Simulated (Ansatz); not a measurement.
The relaxed structure here is a generated cell of MoS2: the first start was made by placing the elements on the sites of a structure type, and the end was not matched to a known phase here, so it may be hypothetical. Known forms of MoS2 include space group No. 160, 194.

One starting cell of MoS₂ (a generated cell, MoS2 built in the AFLOW prototype A2B_cP6_224_b_a (C3, as in Cu2O)) was relaxed twice with Ansatz (plane waves, PAW, scalar-relativistic): with r2SCAN at 500 eV and with PBE at 420 eV. The r2SCAN result:

```yaml
crystal:
  lattice:
    - [5.13764, 0.00000, 0.00000]
    - [0.00000, 5.13764, 0.00000]
    - [0.00000, 0.00000, 5.13764]
  atoms:
    - { symbol: S, position: [0.75000, 0.75000, 0.75000] }
    - { symbol: S, position: [0.75000, 0.25000, 0.25000] }
    - { symbol: S, position: [0.25000, 0.75000, 0.25000] }
    - { symbol: S, position: [0.25000, 0.25000, 0.75000] }
    - { symbol: Mo, position: [0.00000, 0.00000, 0.00000] }
    - { symbol: Mo, position: [0.50000, 0.50000, 0.50000] }
```

```tsv
quantity	r2SCAN	PBE
space group	Pn-3m	Pn-3m
volume (Å³/atom)	22.60	(withheld)
a (Å)	5.138	(withheld)
gap (eV, no spin-orbit coupling)	0.00	(withheld)
```

Q: Fill in the PBE column.

A: 
- volume (Å³/atom), PBE: 22.94
- a (Å), PBE: 5.163
- gap (eV, no spin-orbit coupling), PBE: 0.00

Both levels end in the same structure; PBE's volume is 1.5 % larger. Neither column is exact.

No spin polarisation in the result.

The run could not lose the symmetry of its start: the end is stationary, and may be a saddle point rather than a minimum.

All atoms sit on sites fixed by symmetry, so only the cell could relax.

Ansatz is a quantum-chemistry and plane-wave program.
